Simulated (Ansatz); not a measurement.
According to the program Ansatz at the PBE level (PAW), Si₃N₄ in the hexagonal phase (P6_3/m; Si on 6h, N on 2d, N on 6h) relaxes to a = 7.663 Å, c = 2.926 Å. Si has 4 nearest neighbours from 1.74 Å (tetrahedral); N on 2d has 3 nearest neighbours from 1.74 Å (trigonal planar); N on 6h has 3 nearest neighbours from 1.75 Å (trigonal planar). Its formation energy from the elements is -101 kJ/mol of atoms, with no fitted shifts.

It is gapped at this level: 4.25 eV (indirect). The valence maximum lies on the Γ–A line, 34 % of the way from Γ and the conduction minimum at Γ.

The cell was relaxed with PBE under the symmetry of its start. The references are the lowest solids computed at this level, not always the standard phases (solids in place of the gases).

Potentials: the earlier of the program's two PAW sets.
